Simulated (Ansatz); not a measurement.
AlCo3N (anti-perovskite, Pm-3m) at seven volumes, PBE in the plane-wave PAW code Ansatz, scaled uniformly. One row is withheld.

| V (Å³/atom) | P (GPa) |
|---|---|
| 9.503 | 25.16 |
| 9.816 | ? |
| 10.129 | 6.96 |
| 10.443 | 0.00 |
| 10.756 | -5.88 |
| 11.069 | -10.92 |
| 11.382 | -15.30 |

Fit the shown pressures and predict the withheld one.

Third-order Birch–Murnaghan: P = (3/2)B₀(x^(7/2) − x^(5/2))[1 + (3/4)(B′ − 4)(x − 1)] with x = (V₀/V)^(2/3). Least squares on the six rows gives V₀ = 10.443 Å³/atom, B₀ = 215.0 GPa, B′ = 4.54. At V = 9.816, x = 1.0421 and P = 15.33 GPa. The run itself gave 15.23 GPa.

The cell is a constructed one: a structure type filled with these elements; neither database checked (COD, Materials Project) lists it. Whether it is the stable phase at ambient conditions was not checked. The PBE relaxation kept the symmetry of its start; its stability against distortions is not shown here. Magnetic state: ferromagnetic, the only order run, not a proven ground state. No Hubbard U is applied.

Potentials: the earlier of the program's two PAW sets.
